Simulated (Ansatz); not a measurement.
AlGaP2:
```cif
data_AlGaP2
_chemical_formula_sum 'Al1 Ga1 P2'
_space_group_name_H-M_alt 'P 1'
_space_group_IT_number 1
_cell_length_a 3.85974
_cell_length_b 3.85974
_cell_length_c 5.45068
_cell_angle_alpha 90.000
_cell_angle_beta 90.000
_cell_angle_gamma 90.000
loop_
_space_group_symop_operation_xyz
  'x, y, z'
loop_
_atom_site_label
_atom_site_type_symbol
_atom_site_fract_x
_atom_site_fract_y
_atom_site_fract_z
_atom_site_occupancy
Al1 Al 0.50000 0.50000 0.50000 1
Ga1 Ga 0.00000 0.00000 0.00000 1
P1 P 0.00000 0.50000 0.24971 1
P2 P 0.50000 0.00000 0.75029 1
```

Relaxed with PBEsol.

Problem. Tabulate the valence density and the electron localisation function along the shortest Al–P contact (2.36 Å), PBEsol (plane waves, PAW; program Ansatz).

Solution. 

```csv
distance from Al (Å),density (e/Å³),ELF
0.24,0.07,0.06
0.35,0.08,0.01
0.47,0.11,0.05
0.59,0.17,0.32
0.71,0.25,0.72
0.83,0.33,0.89
0.95,0.40,0.93
1.06,0.46,0.94
1.18,0.52,0.94
1.30,0.60,0.94
1.42,0.70,0.94
1.54,0.80,0.93
1.65,0.85,0.90
1.77,0.79,0.79
1.89,0.61,0.46
2.01,0.37,0.08
2.13,0.17,0.00
```

The density is the valence pseudo-density with augmentation charge, so density and ELF within about 1 Å of a nucleus are not all-electron values.

Space group P-4m2. The first step of the workflow began from a Materials Project structure, measured or hypothetical; the Crystallography Open Database copy checked does not list it. With Al and Ga taken as one species the cell has the higher symmetry F-43m, so it may be an ordered model of a mixed-site phase. Whether it is the stable phase at ambient conditions was not checked. The cell was relaxed with PBEsol under the symmetry of its start; whether a distortion lowers the energy is not shown. Spin–orbit coupling is left out wherever it is not named.

Potentials: the later of the program's two PAW sets.
